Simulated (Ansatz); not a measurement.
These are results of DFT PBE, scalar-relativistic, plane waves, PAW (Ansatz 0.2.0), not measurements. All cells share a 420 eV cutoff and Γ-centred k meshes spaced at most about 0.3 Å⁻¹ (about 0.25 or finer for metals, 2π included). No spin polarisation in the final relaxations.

Temperature and zero-point effects are left out.

Two relaxed structures of Zn3Bi2:

A.

Space group P4mm (No. 99). a = 4.283 Å, b = 4.283 Å, c = 6.627 Å, α = 90.00°, β = 90.00°, γ = 90.00°
| atom | site | symmetry | x | y | z |
| --- | --- | --- | --- | --- | --- |
| Zn | 2c | 2mm. | 0.5000 | 0.0000 | 0.9927 |
| Zn | 1a | 4mm | 0.0000 | 0.0000 | 0.2488 |
| Bi | 1a | 4mm | 0.0000 | 0.0000 | 0.7080 |
| Bi | 1b | 4mm | 0.5000 | 0.5000 | 0.3279 |

B.

Space group Pm-3m (No. 221). a = 5.346 Å, b = 5.346 Å, c = 5.346 Å, α = 90.00°, β = 90.00°, γ = 90.00°
```tsv
atom	site	symmetry	x	y	z
Zn	3d	4/mm.m	0.5000	0.0000	0.0000
Bi	1b	m-3m	0.5000	0.5000	0.5000
Bi	1a	m-3m	0.0000	0.0000	0.0000
```

**Question.** Which would you expect to be lower, and how large is the difference?

**Answer.** A is lower, by 0.50 eV/atom. A has space group P4mm (No. 99), 24.3 Å³/atom and no gap on its mesh; B has space group Pm-3m (No. 221), 30.6 Å³/atom and no gap. Counting all near atoms (those within 1.25 times the shortest distance at each site; a plus sign parts nearer from farther groups; a slash parts the counts of unlike sites), A has Zn 4+5/10, Bi 5/8 and B has Zn 2, Bi 6/12+8. The denser one is the lower, and pressure would at first widen the difference. Even the lower one lies +0.12 eV/atom against the reference forms of the elements (uncorrected), so neither is stable at this level. Both come from invented guesses.

Spin–orbit coupling, which can matter for Bi, is left out. Cells relaxed within their symmetry can be saddle points.
